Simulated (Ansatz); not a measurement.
A relaxation computed with Ansatz, from input to last step.

```yaml
crystal:
  lattice:
    - [-2.4471421366, 2.4471421366, 5.6958634797]
    - [2.4471421366, -2.4471421366, 5.6958634797]
    - [2.4471421366, 2.4471421366, -5.6958634797]
  atoms:
    - { symbol: Sr, position: [-0.0048250876, -0.0048250876, 0.0] }
    - { symbol: Sn, position: [0.7454710948, 0.2454710948, 0.5] }
    - { symbol: Sn, position: [0.2454710948, 0.7454710948, 0.5] }
    - { symbol: Sn, position: [0.4116041021, 0.4116041021, 0.0] }
    - { symbol: Pd, position: [0.6432787959, 0.6432787959, 0.0] }
basis:
  ecutwfc: 420
kpoints:
  mp_grid: { grid: [10, 10, 10] }
hamiltonian:
  xc: pbesol
scf:
  occupations: { method: gaussian, width: 0.1 }
output:
  forces: true
  stress: true
  eigenvalues: true
relax:
  adjacent_minimum: "off"
  f_tol: 0.01
  max_steps: 30
  cell: { stress_tol: 0.1, fix: [volume] }
```

```bash
ansatz run input.yaml --threads 1 --pin off --max-ram 2560MiB --backend cpu --events-out ev --progress --plain --runs-dir out
```

Computed with Ansatz, DFT PBEsol, scalar-relativistic, plane waves, PAW.

The volume is held at 1.06 times that of the relaxed cell.

Of 4 frames 3 are shown, positions in Å and forces in eV/Å; the SCF threshold varies from step to step. Steps run on the plane waves of an earlier cell, with a Pulay correction in the pressure. The basis is chosen afresh for the last frame, the zero of the energies, and at times for earlier ones too; energy and pressure can step there, also at an unchanged geometry. Where two frames share a geometry here, they differ by under 2 meV/atom and 0.3 GPa.

```xyz
5
Lattice="-2.4471 2.4471 5.6959 2.4471 -2.4471 5.6959 2.4471 2.4471 -5.6959" Properties=species:S:1:pos:R:3:forces:R:3 pbc="T T T" step=1 free_energy_over_end_meV_per_atom=0.09 pressure_GPa=-3.32
Sr    0.0000    0.0000   -0.0550    0.0000    0.0000   -0.0088
Sn    0.0000    2.4471    2.7963    0.0000    0.0000   -0.0216
Sn    2.4471    0.0000    2.7963    0.0000    0.0000   -0.0216
Sn    0.0000    0.0000    4.6889    0.0000    0.0000    0.0071
Pd    0.0000    0.0000    7.3281    0.0000    0.0000    0.0449
5
Lattice="-2.4481 2.4481 5.6914 2.4481 -2.4481 5.6914 2.4481 2.4481 -5.6914" Properties=species:S:1:pos:R:3:forces:R:3 pbc="T T T" step=2 free_energy_over_end_meV_per_atom=0.03 pressure_GPa=-3.30
Sr    0.0000    0.0000   -0.0579    0.0000    0.0000   -0.0160
Sn    0.0000    2.4481    2.7903    0.0000    0.0000    0.0103
Sn    2.4481    0.0000    2.7903    0.0000    0.0000    0.0103
Sn    0.0000    0.0000    4.6889    0.0000    0.0000   -0.0146
Pd    0.0000    0.0000    7.3291    0.0000    0.0000    0.0098
5
Lattice="-2.4497 2.4497 5.6842 2.4497 -2.4497 5.6842 2.4497 2.4497 -5.6842" Properties=species:S:1:pos:R:3:forces:R:3 pbc="T T T" step=4 free_energy_over_end_meV_per_atom=0.00 pressure_GPa=-3.29
Sr    0.0000    0.0000   -0.0626    0.0000    0.0000   -0.0090
Sn    0.0000    2.4497    2.7874    0.0000    0.0000    0.0062
Sn    2.4497    0.0000    2.7874    0.0000    0.0000    0.0062
Sn    0.0000    0.0000    4.6824    0.0000    0.0000   -0.0028
Pd    0.0000    0.0000    7.3240    0.0000    0.0000   -0.0006
```

The run took 120 s on 1 thread of Intel(R) Xeon(R) 6975P-C (Granite Rapids), with other jobs on the host, peak memory 0.77 GiB.